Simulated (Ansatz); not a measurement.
This run works on a generated trial structure, not on a known crystal.

Input and command of a plane-wave DFT calculation in Ansatz:

```yaml
crystal:
  lattice:
    - [4.92221058, 0.0, 0.0]
    - [0.0, 4.92221058, 0.0]
    - [0.0, 0.0, 8.83966177]
  atoms:
    - { symbol: Cu, position: [0.0, 0.0, 0.5], spin: 1.0 }
    - { symbol: Ge, position: [0.0, 0.5, 0.51566596] }
    - { symbol: Ge, position: [0.5, 0.0, 0.48433404] }
    - { symbol: Ge, position: [0.0, 0.0, 0.0] }
    - { symbol: Sb, position: [0.0, 0.0, 0.80010416] }
    - { symbol: Sb, position: [0.0, 0.0, 0.19989584] }
    - { symbol: I, position: [0.5, 0.5, 0.5] }
basis:
  ecutwfc: 420
kpoints:
  mp_grid: { grid: [3, 3, 2] }
hamiltonian:
  xc: pbe
scf:
  occupations: { method: gaussian, width: 0.15 }
  lower_state_search: "off"
output:
  forces: true
  stress: true
  eigenvalues: true
  populations: true
magnetization:
  spin_polarized: true
relax:
  adjacent_minimum: "off"
  f_tol: 0.08
  max_steps: 16
  cell: { stress_tol: 0.8 }
```

```bash
ansatz run input.yaml --threads 1 --pin off --max-ram 2560MiB --backend cpu --events-out ev --progress --plain --runs-dir out
```

Processor: Intel(R) Xeon(R) Platinum 8259CL CPU @ 2.50GHz (Skylake/Cascade Lake), 1 thread, on a host shared with other jobs.

**Question.** Estimate time, memory and problem size.

**Answer.** About 6.1 min, peak memory 0.72 GiB. It solves 66 bands at 6 k points (after reduction by symmetry) with about 5603 plane waves (on the last cell), in 167 SCF iterations over 14 ionic steps.
